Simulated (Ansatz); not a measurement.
**Calculated Fe-57 Mössbauer parameters for MgMn5FeO12**

Cell: a Materials Project structure (computed, not necessarily an observed phase), atoms as given.

```
CELL_PARAMETERS angstrom
5.08812 0.00000 0.00000
2.46885 4.45574 0.00000
1.30488 0.08112 9.95554
ATOMIC_POSITIONS crystal
Mg 0.74745 0.66587 0.74722
Mn 0.83121 0.31455 0.49920
Mn 0.34935 0.33383 0.99565
Mn 0.67770 0.66678 0.01597
Mn 0.16274 0.64577 0.49891
Mn 0.49795 0.98157 0.48945
Fe 0.01577 0.99998 0.99895
O 0.00080 0.33580 0.09765
O 0.69698 0.36417 0.89651
O 0.89661 0.60796 0.39634
O 0.51686 0.32692 0.40508
O 0.48433 0.64699 0.59989
O 0.80401 0.96538 0.60001
O 0.09119 0.35586 0.61168
O 0.32631 0.65055 0.09834
O 0.64040 0.01192 0.09844
O 0.02351 0.65897 0.89676
O 0.40537 0.98127 0.89595
O 0.17521 0.98587 0.40489
```

Sites (sets of like atoms) are named by element and the number of their first atom in this list.

Method: Kohn–Sham DFT in Ansatz, PBE, plane waves and PAW, scalar-relativistic, collinear spin, 420 eV cutoff, Γ-centred 5×5×2 k-points, Fermi–Dirac smearing 0.02 eV. Start moments as typed (μB): 0 -3 -3 3 3 3 -4 0 0 0 0 0 0 0 0 0 0 0 0 by atom.

Isomer shifts (against α-Fe) follow from the electron density at the nucleus, δ = α(ρ − ρ₀), with α = -0.366 mm s⁻¹ a₀³ and ρ₀ = 14904.00 a₀⁻³ from a line fitted to 10 measured compounds at this level of theory (rms miss 0.11 mm/s). ΔE_Q = ½eQV_zz(1 + η²/3)^½ with Q = 0.160 b for the 14.4 keV state. B_c is the Fermi-contact field along the atom's own moment; orbital and dipolar fields are not included.

Question: Give the isomer shift and quadrupole splitting and contact field of each Fe site.

Answer: 

```json
{"site": "Fe", "atoms": "7", "first shell": "6 O at 2.00–2.09 Å", "ρ − ρ₀ (a₀⁻³)": "-1.48", "δ (mm/s)": "0.54", "ΔE_Q (mm/s)": "0.68", "η": "0.19", "|m| (μB)": "3.71", "B_c (T)": "-29.8"}
```

The shift of Fe is typical of high-spin Fe(III).

At this cell the PBE pressure is -6 GPa, so with PBE the cell would shrink if it were relaxed. The entry's cell may itself be off. The largest force is 0.8 eV/Å, so the atoms aren't at the calculated equilibrium and relaxing them would move these values. Runs of this kind can end above the lowest electronic state. With these PAW files V_zz is typically within 2 to 3 % of all-electron values, but misses above 10 % occur on Fe. With a gap of 0.2 eV on this mesh, the gradients can still move by some per cent as the k-mesh gets denser. The magnetic order is the one that the run reached from its start moments, not necessarily the measured one; the program found signs of a lower order. Semilocal functionals underestimate the core's spin polarisation, so contact fields of ionic iron come out too small in magnitude.
